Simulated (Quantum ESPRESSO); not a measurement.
## Kohn-Sham bands of Al$_{2}$Cu (I4/mcm)

```
Al2Cu
1.0
   -2.99890     2.99890     2.39274
    2.99890    -2.99890     2.39274
    2.99890     2.99890    -2.39274
Al Cu
4 2
Direct
  0.34139   0.15861   0.50000
  0.65861   0.84139   0.50000
  0.15861   0.65861   0.81722
  0.84139   0.34139   0.18278
  0.75000   0.75000   0.00000
  0.25000   0.25000   0.00000
```

Materials Project entry mp-998; symmetrised, unrelaxed at this level. COD (Crystallography Open Database) has an entry of this formula and space group (matched by these alone). Method: LDA plane waves in Quantum ESPRESSO 7.5 (PseudoDojo norm-conserving files, 74 Ry, no spin polarisation, no spin-orbit coupling), Bloch states on a 4×4×4 mesh through Γ, Wannier90 4.0.1. Density: 12×12×12 mesh, cold smearing 0.01 Ry.

List the Kohn-Sham levels between −8 and 3.0 eV relative to the Fermi level at the high-symmetry points, as a band run of pw.x on that density gives them (levels within 2 meV counted together).


| point | k (reciprocal lattice) | levels (eV) |
|---|---|---|
| Γ | 0.000 0.000 0.000 | -5.51, -5.34, -5.30 (×2), -4.33, -4.17, -3.86, -3.56, -3.24 (×2), -3.06 (×2), -2.09, -1.42, -1.22 (×2), -0.80, -0.25, 0.10, 1.61 (×2), 1.73 |
| X | 0.000 0.000 0.500 | -5.49, -5.21, -4.95, -4.67, -4.51, -4.36, -3.95, -3.78, -3.25, -3.24, -2.86, -2.83, -1.59, -1.34, -0.91, -0.59, 0.81, 1.22 |
| M | -0.500 0.500 0.500 | -7.25, -7.13, -6.96 (×2), -5.46, -4.99 (×2), -4.59, -4.59, -4.25, -4.22, -3.88, -3.40, -3.24 (×2), -1.76, 2.60, 2.96 (×2) |
| Z | 0.409 0.409 -0.409 | -7.00, -6.94, -6.85, -6.80 (×2), -4.91 (×2), -4.51, -4.32, -4.22, -3.91, -3.84, -3.36, -3.29 (×2), -0.92, 1.47, 1.74 (×2), 2.08 |
| Z_0 | -0.409 0.591 0.409 | -7.00, -6.94, -6.85, -6.80 (×2), -4.91 (×2), -4.51, -4.32, -4.22, -3.91, -3.84, -3.36, -3.29 (×2), -0.92, 1.47, 1.74 (×2), 2.08 |
| P | 0.250 0.250 0.250 | -7.49 (×2), -7.43 (×2), -4.35 (×2), -4.34 (×2), -4.30 (×2), -4.07 (×2), -3.83 (×2), 0.37 (×2), 0.73 (×2), 1.88 (×2), 2.35 (×2) |
| N | 0.000 0.500 0.000 | -5.46 (×2), -4.95 (×2), -4.34 (×2), -4.23 (×2), -4.21 (×2), -3.15 (×2), -2.63 (×2), 0.21 (×2) |
